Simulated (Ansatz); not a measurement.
## How the functional moves the response of Mg (P6_3/mmc) (PBEsol, LDA)

```
CELL_PARAMETERS angstrom
3.18164 0.00000 0.00000
-1.59082 2.75538 0.00000
0.00000 0.00000 5.13949
ATOMIC_POSITIONS crystal
Mg 0.33333 0.66667 0.25000
Mg 0.66667 0.33333 0.75000
```

This cell (22.53 Å³ an atom) was relaxed by PAW under PBEsol, and each functional gets its own cell relaxed so. Quantity: elastic moduli (Hill averages, relaxed ions; θ_D from sound speeds over directions).

Runs: (1) PBEsol, all-electron LAPW in Ansatz 0.2.0, scalar-relativistic; k mesh 16×16×8, strains of ±0.003, Fermi-Dirac smearing of 0.100 eV, basis error target 1 meV/atom. (2) LDA, all-electron LAPW in Ansatz 0.2.0, scalar-relativistic; k mesh 16×16×8, strains of ±0.003, Fermi-Dirac smearing of 0.100 eV, basis error target 0.5 meV/atom.

Under PBEsol: B = 37.3 GPa, G = 16.1 GPa, C11 = 57.5 GPa, C33 = 64.1 GPa, C44 = 17.8 GPa, ν = 0.311, θ_D = 353 K.

Task: Which way does LDA move the volume, and by how much?

Result: a = 3.140, c = 5.067 Å, 21.63 Å³ an atom: 4.0 % smaller.

Task: What does LDA give for these quantities?

Result: 

```csv
quantity,PBEsol,LDA,change
B,37.3 GPa,39.7 GPa,+6 %
G,16.1 GPa,16.6 GPa,+3 %
C11,57.5 GPa,60.5 GPa,+5 %
C33,64.1 GPa,68.1 GPa,+6 %
C44,17.8 GPa,18.3 GPa,+3 %
ν,0.311,0.316,+2 %
θ_D,353 K,356 K,under 1 %
```

Caveats: responses of metals move with mesh and smearing; elastic stability says nothing of phonons or of other phases.
